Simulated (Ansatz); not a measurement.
Here is the system:

Bi:
```
CELL_PARAMETERS angstrom
      0.00000     3.61726     3.61726
      3.61726     0.00000     3.61726
      3.61726     3.61726     0.00000
ATOMIC_POSITIONS crystal
  Bi 0.00000 0.00000 0.00000
  Bi 0.25000 0.25000 0.25000
```

This is the r²SCAN-relaxed structure.

All from r²SCAN in the plane-wave PAW code Ansatz, unless another level is named. Give the density of states at the Fermi level.

0.41 states/eV per atom (mean over ±0.08 eV).

Next, the gap with spin–orbit coupling?

none (metallic).

Space group Fd-3m (diamond). The start of the workflow was typed in or built on a structure type; neither database checked (COD, Materials Project) lists it. It is not the phase usual at ambient conditions (space group No. 166). Symmetry was held in the r²SCAN relaxation. At this level the phase is mechanically unstable. Scalar-relativistic: spin–orbit coupling is off unless named, which matters more the heavier the elements.

Potentials: the earlier of the program's two PAW sets.
